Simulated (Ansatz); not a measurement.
SiGeC₂:
```
CELL_PARAMETERS angstrom
      3.15594     0.00000     0.00000
      0.00000     3.15594     0.00000
      0.00000     0.00000     4.45631
ATOMIC_POSITIONS crystal
  Ge 0.50000 0.50000 0.50000
  Si 0.00000 0.00000 0.00000
  C  0.50000 0.00000 0.76373
  C  0.00000 0.50000 0.23627
```

Relaxed with r²SCAN. Special points in fractions of this cell's reciprocal vectors: Γ (0.000, 0.000, 0.000); X (0.000, 0.500, 0.000); M (0.500, 0.500, 0.000); Z (0.000, 0.000, 0.500); R (0.000, 0.500, 0.500); A (0.500, 0.500, 0.500).

**Question.** List the band energies nearest the valence-band maximum at these points for r²SCAN in the plane-wave PAW code Ansatz.

**Answer.** In eV from the valence-band maximum; about four levels below and three above (degenerate sets whole), none deeper than 8.9 eV; points with the same levels are listed once.

```
k                        below           above
-  ---------------------------  --------------
Γ  -3.65 -3.65 -0.32 0.00 0.00  2.15 4.10 5.28
X      -4.78 -4.59 -1.77 -1.19  5.20 6.15 8.12
M      -3.73 -3.57 -3.57 -3.43  1.80 1.80 3.40
Z      -2.51 -2.51 -1.92 -1.92  3.70 4.45 6.05
R      -1.69 -1.42 -1.20 -0.99  4.34 5.22 7.06
A      -5.32 -5.01 -4.99 -4.99  5.80 5.80 8.14
```

Space group P-4m2. The start of the workflow was typed in or built on a structure type; neither database checked (COD, Materials Project) lists it. Whether it is the stable phase at ambient conditions was not checked. Symmetry was held in the r²SCAN relaxation; whether a distortion lowers the energy is not shown. Spin–orbit coupling is left out wherever it is not named.

Potentials: the later of the program's two PAW sets.
